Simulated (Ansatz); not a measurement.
Data:

KAlH4:
```yaml
crystal:
  lattice:
    - [-2.59911, 2.59911, 5.94750]
    - [2.59911, -2.59911, 5.94750]
    - [2.59911, 2.59911, -5.94750]
  atoms:
    - { symbol: K, position: [0.25000, 0.75000, 0.50000] }
    - { symbol: K, position: [0.50000, 0.50000, 0.00000] }
    - { symbol: H, position: [0.78795, 0.40482, 0.84756] }
    - { symbol: H, position: [0.15482, 0.80727, 0.11687] }
    - { symbol: H, position: [0.55727, 0.94040, 0.15244] }
    - { symbol: H, position: [0.69040, 0.03795, 0.88313] }
    - { symbol: H, position: [0.96205, 0.84518, 0.65244] }
    - { symbol: H, position: [0.59518, 0.44273, 0.38313] }
    - { symbol: H, position: [0.19273, 0.30960, 0.34756] }
    - { symbol: H, position: [0.05960, 0.21205, 0.61687] }
    - { symbol: Al, position: [0.75000, 0.25000, 0.50000] }
    - { symbol: Al, position: [0.00000, 0.00000, 0.00000] }
```

This is the LDA-relaxed structure.

### Question
All from LDA in the plane-wave PAW code Ansatz, unless another level is named. Predict the hole effective mass.

### Answer
1.4, 1.8, 3.3 mₑ (principal values).

### Question
Predict the formation energy from the elements (no fitted shifts).

### Answer
-0.25 eV/atom.

### Question
Predict the electron effective mass.

### Answer
0.54, 0.54, 2.1 mₑ (principal values).

### Question
Next, the conduction-band minimum?

### Answer
on the Γ–M line, 23 % of the way from Γ (2 equivalent valleys).

Space group I4_1/a. The workflow started from an entry of the Crystallography Open Database (COD), which files this formula under 2 space groups. Whether it is the stable phase at ambient conditions was not checked. The cell was relaxed with LDA under the symmetry of its start; phonons on a q-mesh show no instability. The references are the lowest solids computed at this level, not always the standard phases (solids in place of the gases).

Potentials: the later of the program's two PAW sets.

Edges and masses are those of Kohn–Sham bands, whose gap is no quasiparticle gap.
